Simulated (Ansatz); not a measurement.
Ir3W:
```xyz
4
Lattice="3.8559 0.0000 0.0000 0.0000 3.8559 0.0000 0.0000 0.0000 3.8559" Properties=species:S:1:pos:R:3 pbc="T T T"
Ir     0.0000     1.9279     1.9279
Ir     1.9279     1.9279     0.0000
Ir     1.9279     0.0000     1.9279
W      0.0000     0.0000     0.0000
```

Relaxed with PBEsol. Special points in fractions of this cell's reciprocal vectors: Γ (0.000, 0.000, 0.000); X (0.000, 0.500, 0.000); M (0.500, 0.500, 0.000); R (0.500, 0.500, 0.500).

**Question.** List the band energies nearest the Fermi level at these points for the program Ansatz at the PBEsol with spin–orbit coupling level (PAW).

**Answer.** In eV from the Fermi level; about four levels below and three above (degenerate sets whole), none deeper than 8.9 eV; points with the same levels are listed once.

```csv
k,below,above
Γ,-0.87 -0.87 -0.87 -0.87,0.60 0.60 0.94 0.94
X,-0.30 -0.30 -0.10 -0.10,1.31 1.31 1.31 1.31
M,-1.44 -1.44 -0.32 -0.32,0.10 0.10 0.23 0.23
R,-0.85 -0.85 -0.85 -0.85 -0.84 -0.84,0.43 0.43 0.85 0.85 0.85 0.85
```

Space group Pm-3m (Cu3Au type). A made-up cell: these elements were put on the sites of a structure type; neither database checked (COD, Materials Project) lists it. COD files the formula under space group No. 194. Its standing as an ambient phase is unchecked. Symmetry was held in the PBEsol relaxation; its stability against distortions is not shown here. The run is not spin-polarised.

Potentials: the earlier of the program's two PAW sets. The files were generated under PBE; for other functionals the program regenerates the frozen cores, and for LDA and PBEsol the local potential too.
